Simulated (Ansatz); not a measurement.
BaC$_{2}$:
Space group R-3m, hexagonal axes (No. 166); a = 5.0834 Å, b = 5.0834 Å, c = 7.3621 Å, α = 90.00°, β = 90.00°, γ = 120.00°

```csv
atom,site,symmetry,x,y,z
Ba,3a,-3m,0.0000,0.0000,0.0000
C,6c,3m,0.0000,0.0000,0.4141
```
(The calculation used a cell of 3 atoms; values per cell refer to that cell.)

Relaxed with PBEsol. 

HSE06 on this cell (Ansatz, a first-principles code, PAW) gives a gap of 2.49 eV. What does PBEsol give?

1.18 eV.

Cost on shared cores: the PBEsol run (SCF on a 7×7×7 mesh, then bands and DOS) roughly 30 core-seconds, the HSE06 run (SCF on 6×6×6, then a few points) roughly 5 core-minutes; the tasks are unlike.

The first step of the workflow began from a Materials Project structure, measured or hypothetical; the Crystallography Open Database copy checked does not list it. Its standing as an ambient phase is unchecked. Symmetry was held in the PBEsol relaxation; phonons on a q-mesh show no instability. Its formation energy is positive at this level, so the cell may be metastable or incomplete. Spin–orbit coupling is left out wherever it is not named.

Potentials: the later of the program's two PAW sets.

Ansatz is a plane-wave DFT program.
